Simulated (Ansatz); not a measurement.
Nb2SiB2:
```xyz
5
Lattice="3.1593 0.0000 0.0000 -1.5796 2.7360 0.0000 0.0000 0.0000 6.9716" Properties=species:S:1:pos:R:3 pbc="T T T"
Nb     0.0000     1.8240     5.0696
Nb     0.0000     1.8240     1.9020
Si     0.0000     0.0000     0.0000
B      0.0000     0.0000     3.4858
B      1.5796     0.9120     3.4858
```

Relaxed with r²SCAN. Special points in fractions of this cell's reciprocal vectors: Γ (0.000, 0.000, 0.000); M (0.500, 0.000, 0.000); K (0.333, 0.333, 0.000); A (0.000, 0.000, 0.500); L (0.500, 0.000, 0.500); H (0.333, 0.333, 0.500).

List the band energies nearest the Fermi level at these points for r²SCAN with spin–orbit coupling in the plane-wave PAW code Ansatz.

In eV from the Fermi level; about four levels below and three above (degenerate sets whole), none deeper than 8.9 eV; points with the same levels are listed once.

```
k                          below                above
-  -----------------------------  -------------------
Γ        -0.34 -0.34 -0.22 -0.22  1.70 1.70 2.00 2.00
M        -3.28 -3.28 -1.75 -1.75  0.71 0.71 1.05 1.05
K        -2.84 -2.81 -0.92 -0.87       1.26 1.31 1.37
A        -0.50 -0.50 -0.42 -0.42  0.82 0.82 1.26 1.26
L        -1.93 -1.93 -0.53 -0.53  1.61 1.61 2.89 2.89
H  -3.37 -3.37 -3.32 -1.31 -1.28       1.90 1.90 3.20
```

Space group P-6m2. The start of the workflow was typed in or built on a structure type; neither database checked (COD, Materials Project) lists it. Its standing as an ambient phase is unchecked. The cell was relaxed with r²SCAN under the symmetry of its start; its stability against distortions is not shown here. The run is not spin-polarised.

Potentials: the earlier of the program's two PAW sets. The files were generated under PBE; for other functionals the program regenerates the frozen cores, and for LDA and PBEsol the local potential too.
